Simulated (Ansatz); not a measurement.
Ga₂O₃:
```
CELL_PARAMETERS angstrom
      6.13940     1.52370     0.00000
     -6.13940     1.52370     0.00000
     -1.37692     0.00000     5.64419
ATOMIC_POSITIONS crystal
  Ga 0.34125 0.65875 0.68554
  Ga 0.65875 0.34125 0.31446
  Ga 0.90955 0.09045 0.20471
  Ga 0.09045 0.90955 0.79529
  O  0.50375 0.49625 0.74406
  O  0.49625 0.50375 0.25594
  O  0.82678 0.17322 0.43724
  O  0.17322 0.82678 0.56276
  O  0.16525 0.83475 0.10946
  O  0.83475 0.16525 0.89054
```

Relaxed with PBEsol.

Problem. Give the optical modes at the zone centre with their infrared activity from DFPT, the program Ansatz at the PBEsol level (PAW).

Solution. Transverse frequencies, without the LO–TO term; a row sums one degenerate level.

```csv
ω (cm⁻¹),degeneracy,IR ((D/Å)²/amu),activity,symmetry
106,1,0.00,IR-inactive,Ag
108,1,0.00,IR-inactive,Bg
142,1,0.00,IR-inactive,Bg
148,1,0.13,IR,Au
160,1,0.00,IR-inactive,Ag
188,1,11.22,IR,Bu
189,1,0.00,IR-inactive,Ag
246,1,8.13,IR,Bu
269,1,0.63,IR,Bu
294,1,14.42,IR,Au
307,1,0.00,IR-inactive,Ag
337,1,0.00,IR-inactive,Ag
343,1,0.00,IR-inactive,Bg
344,1,5.16,IR,Bu
383,1,0.00,IR-inactive,Ag
413,1,29.55,IR,Bu
437,1,24.38,IR,Au
451,1,0.00,IR-inactive,Ag
462,1,0.00,IR-inactive,Bg
548,1,32.27,IR,Bu
603,1,0.00,IR-inactive,Ag
630,1,0.00,IR-inactive,Bg
631,1,0.00,IR-inactive,Ag
640,1,13.26,IR,Au
662,1,8.58,IR,Bu
714,1,4.68,IR,Bu
733,1,0.00,IR-inactive,Ag
```

Problem. How high does the top mode go among those that the LO–TO term moves?

Solution. 733 cm⁻¹ for q along x, 732 cm⁻¹ for q along y, 759 cm⁻¹ for q along z.

Space group C2/m. Symmetry was held in the PBEsol relaxation.

Potentials: the earlier of the program's two PAW sets. The files were generated under PBE; for other functionals the program regenerates the frozen cores, and for LDA and PBEsol the local potential too.
